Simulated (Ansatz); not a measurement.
GaB3As4, ordered on the zincblende lattice (I-42m) with 8 atoms a cell at its r2SCAN geometry, run in Ansatz at 2 levels of theory. The calculation is non-magnetic, and the structure need not be a phase that has been made.

The PBE+SOC input:
```yaml
crystal:
  lattice:
    - [-2.5088082936, 2.5088082936, 4.9873379712]
    - [2.5088082936, -2.5088082936, 4.9873379712]
    - [2.5088082936, 2.5088082936, -4.9873379712]
  atoms:
    - { symbol: B, position: [0.75, 0.25, 0.5] }
    - { symbol: As, position: [0.1406353123, 0.5933065924, 0.0] }
    - { symbol: B, position: [0.5, 0.5, 0.0] }
    - { symbol: As, position: [0.8593646877, 0.8593646877, 0.4526712801] }
    - { symbol: B, position: [0.25, 0.75, 0.5] }
    - { symbol: As, position: [0.5933065924, 0.1406353123, 0.0] }
    - { symbol: Ga, position: [0.0, 0.0, 0.0] }
    - { symbol: As, position: [0.4066934076, 0.4066934076, 0.5473287199] }
kpoints:
  mp_grid: { grid: [8, 8, 8] }
  band_path:
    path:
      - [0.0, 0.0, 0.0]
      - [0.0, 0.0, 0.5]
      - [0.25, 0.25, 0.25]
      - [0.0, 0.5, 0.0]
      - [0.5, 0.5, -0.5]
      - [0.3132611909, 0.6867388091, -0.3132611909]
      - [-0.3132611909, 0.3132611909, 0.3132611909]
      - [-0.1265223817, 0.1265223817, 0.5]
      - [0.5, 0.5, -0.1265223817]
      - [0.192708, 0.192708, -0.192708]
    npoints: 1
hamiltonian:
  xc: pbe
scf:
  occupations: { method: fermi_dirac, width: 0.02 }
  n_extra_bands: 12
magnetization:
  noncollinear: true
  spin_orbit: true
output:
  forces: true
  stress: true
  eigenvalues: true
  write_density: true
  write_potential: true
  elf: true
  volumetric_format: npy
```

Main results, then, where recorded, the levels near the gap in eV from the Fermi energy (columns number the bands from 0), one row a point of the path (Γ, X, P, N, M, S, S₀, R, G, Γ–M (0.39)):
```
Crystal: 8 atoms, lattice volume = 125.564 Å³
Symmetry: 8 space group operations + 8 with time reversal
Magnetic group: BNS 121.328 (UNI 988)
```
```
Basis set: ecut = 420 eV, 2461 PW (Γ)
k-points: 59 of 512 (time reversal used)
SCF 1 converged in 10 iterations: F = -23675.690864 eV  dr2 = 1.29e-8
Free energy (F): -23675.690864 eV
Fermi energy:    10.883453 eV
--- Forces (eV/Å), atoms counted from 1 ---
  atom   1  B       0.00000      0.00000      0.00000
  atom   2  As    -0.10297      0.10297    -0.12531
  atom   3  B       0.00000      0.00000      0.00000
  atom   4  As    -0.10297    -0.10297      0.12531
  atom   5  B       0.00000      0.00000      0.00000
  atom   6  As      0.10297    -0.10297    -0.12531
  atom   7  Ga      0.00000      0.00000      0.00000
  atom   8  As      0.10297      0.10297      0.12531
--- Stress (GPa, compression-positive) ---
        2.339272       0.000000       0.000000
        0.000000       2.339272       0.000000
        0.000000       0.000000       2.256522
  P = ⅓ Tr σ = 2.3117 GPa (23.117 kbar)
```

The PBE+SOC gap is indirect, 0.77 eV (Γ to Γ–M (0.39 of the way from Γ)), below the direct gap of 0.91 eV at Γ.

Question: In the first input these blocks are replaced (the band path and keys that only write files left aside):
```yaml
kpoints:
  mp_grid: { grid: [4, 4, 4] }
hamiltonian:
  xc: hse06
scf:
  occupations: { method: fixed }
  n_extra_bands: 6
```
(magnetization left out)
What comes out?

Answer:
```
Basis set: ecut = 420 eV, 2461 PW (Γ)
k-points: 13 of 64 (time reversal used)
SCF 1 stopped early in 4 iterations: F = -23675.092694 eV  dr2 = 3.57e-5
Exchange kernel: α = 0.2500, screened, ω = 0.2079 Å⁻¹, Wigner–Seitz truncation, v(0) = 1045.7792 eV·Å³, q-mesh 4×4×4
SCF 2 stopped early in 8 iterations: F = -23680.935345 eV  dr2 = 1.41e-6
hybrid outer 1: dexx = +2.767e-2 eV, tail = 1.90e-4 eV
SCF 3 converged in 5 iterations: F = -23680.936017 eV  dr2 = 2.37e-9
hybrid outer 2: dexx = +2.243e-6 eV, tail = 9.08e-8 eV, Δε = 2.59e-3 eV, ΔF = 2.67e-3 eV/Å
SCF 4 converged in 2 iterations: F = -23680.936017 eV  dr2 = 3.46e-10
hybrid outer 3: dexx = +9.655e-10 eV, tail = 3.01e-9 eV, Δε = 1.07e-4 eV, ΔF = 5.34e-5 eV/Å
Free energy (F): -23680.936017 eV
Fermi energy:    10.041654 eV
--- Forces (eV/Å), atoms counted from 1 ---
  atom   1  B       0.00000      0.00000      0.00000
  atom   2  As    -0.06907      0.06907    -0.08034
  atom   3  B       0.00000      0.00000      0.00000
  atom   4  As    -0.06907    -0.06907      0.08034
  atom   5  B       0.00000      0.00000      0.00000
  atom   6  As      0.06907    -0.06907    -0.08034
  atom   7  Ga      0.00000      0.00000      0.00000
  atom   8  As      0.06907      0.06907      0.08034
--- Stress (GPa, compression-positive) ---
       -0.505979       0.000000       0.000000
        0.000000      -0.505979       0.000000
        0.000000       0.000000      -0.605583
  P = ⅓ Tr σ = -0.5392 GPa (-5.392 kbar)
```
```tsv
band_36	band_37	band_38	band_39	band_40	band_41	band_42	band_43
-4.040	-4.040	-0.220	0.000	0.000	1.643	1.669	3.816
-2.463	-2.167	-1.941	-1.245	-1.177	2.318	2.906	3.372
-3.176	-2.602	-2.481	-1.305	-1.305	3.141	3.141	3.692
-4.031	-3.898	-2.810	-2.132	-1.811	3.653	3.799	4.193
-3.378	-3.375	-3.375	-1.989	-1.989	1.666	1.977	1.979
-4.341	-3.475	-3.207	-1.743	-1.612	1.923	3.482	4.306
-4.341	-3.475	-3.207	-1.743	-1.612	1.923	3.482	4.306
-2.847	-2.637	-2.076	-1.708	-1.367	2.657	3.393	4.303
-2.847	-2.637	-2.076	-1.708	-1.367	2.657	3.393	4.303
-3.848	-3.848	-1.291	-0.716	-0.716	1.472	2.285	3.524
```
HSE06 gives an indirect gap of 1.47 eV, from Γ to Γ–M (0.39 of the way from Γ); the least direct gap is 1.64 eV at Γ. With the atoms held, the mean pressure is -0.5 GPa (compression positive). (The program warns that its thresholds are loose for a hybrid's stress.)

Small level splittings and stresses of the hybrids carry the error of their coarser meshes.

Totals of different functionals, or with and without spin-orbit coupling, can't be compared.

Only the levels marked +SOC include spin-orbit coupling.

The meshes of the hybrids are coarse, so their gaps aren't converged to the digits shown.
